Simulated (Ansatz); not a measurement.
Here is an unrelaxed guess for TaO5.

Space group P-6m2 (No. 187). a = 2.717 Å, b = 2.717 Å, c = 12.946 Å, α = 90.00°, β = 90.00°, γ = 120.00°
```
atom  site  symmetry       x       y       z
  Ta    1e      -6m2  0.6667  0.3333  0.0000
   O    2g       3m. 0.0000  0.0000  0.8363
   O    2i       3m. 0.6667  0.3333  0.6678
   O    1b      -6m2  0.0000  0.0000  0.5000
```

Method: DFT PBE, scalar-relativistic, plane waves, PAW in Ansatz. Settings: cutoff 420 eV, Γ-centred mesh 6×6×2 on the computed 6-atom cell, Gaussian smearing of 0.10 eV; collinear spin from starting moments 1.0 0.0 0.0 0.0 0.0 0.0 μB.

Energies over the elements count from the elements' standard structures at the same level (O₂ as a molecule), with no fitted energy shifts.

Question: How far from equilibrium is it?

Answer: The pressure is -11.1 GPa (the mean over three directions, positive in compression), the largest force is 4.35 eV/Å, and the energy is +1.65 eV/atom against the elements. The shortest distance is 2.64 Å.

Question: Is it a good guess?

Answer: A poor one: relaxing gains about 1.7 eV/atom (the start's value is from the coarse mesh, so the gain is rough) in 37 ionic steps and ends at −0.01 eV/atom on the finer mesh. The symmetry stays P-6m2 (No. 187). The volume per atom grows by 0.8 %, from 13.8 to 13.9 Å³. The shortest distance goes from 2.64 Å (Ta–O) to 1.98 Å (O–O). The ratio c/a of the conventional cell changes by a factor of 0.77. Conventional cell: a = 2.967 Å, c = 10.938 Å. Ta has 6 O at 2.08 Å and 6 Ta at 2.97 Å; around O on a site of symmetry 3m lie 3 Ta at 2.08 Å and 1 O at 2.37 Å; O on a second site of symmetry 3m is surrounded by 4 O at 1.98–2.00 Å (long contacts); 1 more site not described.

The last run used collinear spin, a 12×12×4 mesh (in the run's order of axes) for its 6-atom cell and Gaussian smearing of 0.10 eV. For metals, differences of a few meV/atom aren't resolved. Weakly bound directions are ill-defined at this level, which has no dispersion term. Spin–orbit coupling, which can matter for Ta, is left out. Another magnetic order may lie lower. The relaxation can't lower the symmetry of the start, and the grade says only how near the guess is to its own end. A structure relaxed within its symmetry needn't be a true minimum.
